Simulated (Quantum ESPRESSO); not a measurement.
## MgAlInGaP3S (input and log of a self-consistent run)

Computed values, not a measurement. The program is pw.x of Quantum ESPRESSO 7.5 (plane-wave density functional theory). The cell is made up: 8 atoms on a zincblende/diamond lattice, with randomly drawn elements, strain and displacements, not relaxed. PseudoDojo standard norm-conserving files (v0.5 for PBE, v0.4.1 for LDA and PBEsol) set the functional; there is no spin polarisation, spin-orbit coupling or dispersion term, and the masses in the input are unused placeholders.

Input:

```
&control calculation='scf', pseudo_dir='./dojo.nc.sr.pbe.v0_5.standard.upf', outdir='./o', disk_io='medium', tprnfor=.true., tstress=.true. /
&system ibrav=0, nat=8, ntyp=6, nbnd=36, ecutwfc=105.61755193, nosym=.true., tot_charge=0,
 occupations='smearing', smearing='fd', degauss=0.0018374661
/
&electrons conv_thr=7.350e-09, electron_maxstep=60, /
ATOMIC_SPECIES
Al 1.0 Al.upf
Ga 1.0 Ga.upf
In 1.0 In.upf
Mg 1.0 Mg.upf
P 1.0 P.upf
S 1.0 S.upf
CELL_PARAMETERS angstrom
5.7122 0.0527 -0.0218
0.0527 5.8212 -0.0175
-0.0218 -0.0175 5.7808
ATOMIC_POSITIONS angstrom
Mg 0.0408 0.0656 -0.0894
Al -0.0155 2.8641 2.8767
In 2.7953 0.0356 2.9391
Ga 2.9435 2.8755 -0.0711
P 1.4876 1.4558 1.4412
P 1.4527 4.4297 4.0961
P 4.2376 1.4345 4.4632
S 4.2584 4.273 1.417
K_POINTS automatic
6 6 6 1 1 1
```

The log is shortened where brackets say so; the opening notice, blank lines, dates and the lines on written files are dropped, and the path of the files is cut. It prints rydbergs, bohrs and kilobars, and counts compression as positive stress.

```
     Program PWSCF v.7.5
     Parallel version (MPI & OpenMP), running on       1 processor cores
     Number of MPI processes:                 1
     Threads/MPI process:                     1
     [start-up lines left out]
     bravais-lattice index     =            0
     lattice parameter (alat)  =      10.7950  a.u.
     unit-cell volume          =    1297.0421 (a.u.)^3
     number of atoms/cell      =            8
     number of atomic types    =            6
     number of electrons       =        60.00
     number of Kohn-Sham states=           36
     kinetic-energy cutoff     =     105.6176  Ry
     charge density cutoff     =     422.4702  Ry
     scf convergence threshold =      7.3E-09
     mixing beta               =       0.7000
     number of iterations used =            8  plain     mixing
     Exchange-correlation= PBE
                           (   1   4   3   4   0   0   0)
     [axes and pseudopotential details left out]
   Cartesian axes
     site n.     atom                  positions (alat units)
         1        Mg     tau(   1) = (   0.0071423   0.0114836  -0.0156499  )
         2        Al     tau(   2) = (  -0.0027134   0.5013755   0.5035812  )
         3        In     tau(   3) = (   0.4893317   0.0062320   0.5145047  )
         4        Ga     tau(   4) = (   0.5152749   0.5033712  -0.0124464  )
         5        P      tau(   5) = (   0.2604121   0.2548453   0.2522895  )
         6        P      tau(   6) = (   0.2543027   0.7754419   0.7170435  )
         7        P      tau(   7) = (   0.7418138   0.2511166   0.7813063  )
         8        S      tau(   8) = (   0.7454550   0.7480108   0.2480532  )
     number of k points=   108  Fermi-Dirac smearing, width (Ry)=  0.0018
     Number of k-points >= 100: set verbosity='high' to print them.
     Dense  grid:   190139 G-vectors     FFT dimensions: (  72,  72,  72)
     Estimated max dynamical RAM per process >     257.82 MB
     Initial potential from superposition of free atoms
     starting charge      59.9897, renormalised to      60.0000
     Starting wfcs are   43 randomized atomic wfcs
     total cpu time spent up to now is       55.5 secs
     per-process dynamical memory:   152.8 Mb
     Self-consistent Calculation
     iteration #  1     ecut=   105.62 Ry     beta= 0.70
     Davidson diagonalization with overlap
     ethr =  1.00E-02,  avg # of iterations =  4.1
     Threshold (ethr) on eigenvalues was too large:
     Diagonalizing with lowered threshold
     Davidson diagonalization with overlap
     ethr =  7.71E-04,  avg # of iterations =  1.9
     total cpu time spent up to now is      312.4 secs
     total energy              =    -472.92028248 Ry
     estimated scf accuracy    <       0.46234661 Ry
     iteration #  2     ecut=   105.62 Ry     beta= 0.70
     Davidson diagonalization with overlap
     ethr =  7.71E-04,  avg # of iterations =  2.6
     total cpu time spent up to now is      465.0 secs
     total energy              =    -473.04021304 Ry
     estimated scf accuracy    <       0.15907874 Ry
     iteration #  3     ecut=   105.62 Ry     beta= 0.70
     Davidson diagonalization with overlap
     ethr =  2.65E-04,  avg # of iterations =  2.3
     total cpu time spent up to now is      632.3 secs
     total energy              =    -473.07032959 Ry
     estimated scf accuracy    <       0.00909246 Ry
     iteration #  4     ecut=   105.62 Ry     beta= 0.70
     Davidson diagonalization with overlap
     c_bands:  1 eigenvalues not converged
     c_bands:  1 eigenvalues not converged
     ethr =  1.52E-05,  avg # of iterations = 10.8
     total cpu time spent up to now is      868.1 secs
     total energy              =    -473.07292124 Ry
     estimated scf accuracy    <       0.00272635 Ry
     iteration #  5     ecut=   105.62 Ry     beta= 0.70
     Davidson diagonalization with overlap
     ethr =  4.54E-06,  avg # of iterations =  4.8
     total cpu time spent up to now is     1059.8 secs
     total energy              =    -473.07340570 Ry
     estimated scf accuracy    <       0.00020906 Ry
     iteration #  6     ecut=   105.62 Ry     beta= 0.70
     Davidson diagonalization with overlap
     ethr =  3.48E-07,  avg # of iterations =  2.3
     total cpu time spent up to now is     1223.1 secs
     total energy              =    -473.07344045 Ry
     estimated scf accuracy    <       0.00002681 Ry
     iteration #  7     ecut=   105.62 Ry     beta= 0.70
     Davidson diagonalization with overlap
     ethr =  4.47E-08,  avg # of iterations =  2.9
     total cpu time spent up to now is     1378.3 secs
     total energy              =    -473.07344691 Ry
     estimated scf accuracy    <       0.00000205 Ry
     iteration #  8     ecut=   105.62 Ry     beta= 0.70
     Davidson diagonalization with overlap
     ethr =  3.42E-09,  avg # of iterations =  4.1
     total cpu time spent up to now is     1551.0 secs
     total energy              =    -473.07344786 Ry
     estimated scf accuracy    <       0.00000035 Ry
     iteration #  9     ecut=   105.62 Ry     beta= 0.70
     Davidson diagonalization with overlap
     ethr =  5.86E-10,  avg # of iterations =  2.1
     total cpu time spent up to now is     1681.8 secs
     total energy              =    -473.07344796 Ry
     estimated scf accuracy    <       0.00000002 Ry
     iteration # 10     ecut=   105.62 Ry     beta= 0.70
     Davidson diagonalization with overlap
     ethr =  3.31E-11,  avg # of iterations =  3.9
     total cpu time spent up to now is     1854.4 secs
     End of self-consistent calculation
     [lines on levels left out]
!    total energy              =    -473.07344796 Ry
     estimated scf accuracy    <          5.0E-09 Ry
     smearing contrib. (-TS)   =      -0.00000000 Ry
     internal energy E=F+TS    =    -473.07344796 Ry
     The total energy is F=E-TS. E is the sum of the following terms:
     one-electron contribution =    -264.66675850 Ry
     hartree contribution      =     159.29038755 Ry
     xc contribution           =    -118.50515944 Ry
     ewald contribution        =    -249.19191757 Ry
     convergence has been achieved in  10 iterations
     Forces acting on atoms (cartesian axes, Ry/au):
     atom    1 type  4   force =     0.02845198   -0.03666874    0.03174569
     atom    2 type  1   force =     0.01443102   -0.01239463    0.00469629
     atom    3 type  3   force =     0.04294676    0.03695696   -0.02669460
     atom    4 type  2   force =    -0.05623068    0.01076020    0.00424905
     atom    5 type  5   force =    -0.02953554    0.05464984   -0.02838542
     atom    6 type  5   force =    -0.05677771   -0.09780051    0.07839383
     atom    7 type  5   force =     0.02294681    0.05348681   -0.05663229
     atom    8 type  6   force =     0.03376736   -0.00898993   -0.00737255
     Total force =     0.205508     Total SCF correction =     0.000172
     Computing stress (Cartesian axis) and pressure
          total   stress  (Ry/bohr**3)                   (kbar)     P=       -5.76
   0.00000475  -0.00004790   0.00004072            0.70       -7.05        5.99
  -0.00004790  -0.00005006  -0.00001077           -7.05       -7.36       -1.58
   0.00004072  -0.00001077  -0.00007207            5.99       -1.58      -10.60
     init_run     :     46.73s CPU     55.22s WALL (       1 calls)
     electrons    :   1677.63s CPU   1798.95s WALL (       1 calls)
     forces       :     23.42s CPU     23.60s WALL (       1 calls)
     stress       :    107.19s CPU    111.54s WALL (       1 calls)
     [timing details left out]
     PWSCF        :  30m55.76s CPU  33m10.85s WALL
     JOB DONE.
```

In other units: free energy -6436.492 eV for the cell, pressure -0.58 GPa, largest force component 2.515 eV/Å. This run is the check on a run of the same cell at 1143 eV and a 4 x 4 x 4 mesh: rerunning at 1437 eV and a 6 x 6 x 6 mesh moved values by no more than 0.005 eV in energy, 0.02 GPa in stress and 0.003 eV/Å in force.